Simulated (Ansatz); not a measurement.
Co$_{3}$W in space group P6_3/mmc (No. 194; Co on 6h, W on 2c) under volume change, PBEsol in the plane-wave PAW code Ansatz, shape and atoms relaxed at each volume.

```
V (Å³/atom)  E − E(relaxed) (meV/atom)  P (GPa)
-----------  -------------------------  -------
10.145                           102.5    35.74
10.479                               …        …
10.814                            10.1     9.96
11.148                             0.0     0.00
11.483                             9.1    -8.45
11.817                            34.4   -15.64
12.152                               …        …
```

### Question
Fill in the missing entries.

### Answer

- 12.152, E − E(relaxed) (meV/atom): 73.6
- 12.152, P (GPa): -21.73
- 10.479, E − E(relaxed) (meV/atom): 42.9
- 10.479, P (GPa): 21.77

### Question
What does a third-order Birch–Murnaghan fit give for V₀, B₀ and B′?

### Answer
V₀ = 11.15 Å³/atom, B₀ = 306 GPa, B′ = 4.5.

The first step of the workflow began from a Materials Project structure, measured or hypothetical; the Crystallography Open Database files this formula in space group No. 194, but the cells were not matched. Whether it is the stable phase at ambient conditions was not checked. The PBEsol relaxation kept the symmetry of its start, as lowered by the spin order; its stability against distortions is not shown here. Spin order of the final state: ferrimagnetic, the only order run, not a proven ground state. Scalar-relativistic: spin–orbit coupling is off unless named, which matters more the heavier the elements.

Potentials: the later of the program's two PAW sets.
